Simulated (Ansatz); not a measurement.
TiAl3 (Cu3Au type, Pm-3m) under volume change, DFT-PBEsol in the program Ansatz with PAW potentials, scaled uniformly.

| V (Å³/atom) | E − E(relaxed) (meV/atom) | P (GPa) |
|---|---|---|
| 14.001 | 51.1 | 12.77 |
| 14.462 | 21.5 | 7.86 |
| 14.924 | 5.1 | 3.64 |
| 15.385 | 0.0 | 0.01 |
| 15.847 | 4.6 | -3.10 |
| 16.308 | 17.5 | -5.78 |
| 16.770 | 37.5 | -8.08 |

Task: What does a third-order Birch–Murnaghan fit give for V₀, B₀ and B′?

Result: V₀ = 15.39 Å³/atom, B₀ = 112 GPa, B′ = 4.0.

The first step of the workflow began from a Materials Project structure, measured or hypothetical; the Crystallography Open Database copy checked does not list it. Its standing as an ambient phase is unchecked. The PBEsol relaxation kept the symmetry of its start; whether a distortion lowers the energy is not shown. The run is not spin-polarised.

Potentials: the later of the program's two PAW sets.
